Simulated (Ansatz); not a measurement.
Sn:
```yaml
crystal:
  lattice:
    - [-2.92828, 2.92828, 1.56764]
    - [2.92828, -2.92828, 1.56764]
    - [2.92828, 2.92828, -1.56764]
  atoms:
    - { symbol: Sn, position: [0.75000, 0.25000, 0.50000] }
    - { symbol: Sn, position: [0.00000, 0.00000, 0.00000] }
```

Relaxed with PBEsol. Special points in fractions of this cell's reciprocal vectors: Γ (0.000, 0.000, 0.000); X (0.000, 0.000, 0.500); M (-0.500, 0.500, 0.500); Z (0.322, 0.322, -0.322); Z0 (-0.322, 0.678, 0.322); P (0.250, 0.250, 0.250); N (0.000, 0.500, 0.000).

Q: List the band energies nearest the Fermi level at these points for DFT-PBEsol in the program Ansatz with PAW potentials.

A: In eV from the Fermi level; about four levels below and three above (degenerate sets whole), none deeper than 8.9 eV; points with the same levels are listed once.

```csv
k,below,above
Γ,-3.81 -2.08 -2.08,2.87 6.10 6.10
X,–,0.50 0.50 1.43 1.43
M,-7.67 -7.67 -4.89 -4.89,5.38 5.38 9.22 9.22
Z,-5.58 -3.15 -2.88 -2.88,2.98 5.53 5.53
P,-5.90 -5.90 -3.60 -3.60,3.56 3.56 3.95 3.95
N,-5.39 -2.35 -1.79 -1.09,2.24 2.84 4.68
```

Space group I4_1/amd (β-Sn type). The PBEsol relaxation kept the symmetry of its start. Spin–orbit coupling is left out wherever it is not named.

Potentials: the earlier of the program's two PAW sets. The files were generated under PBE; for other functionals the program regenerates the frozen cores, and for LDA and PBEsol the local potential too.
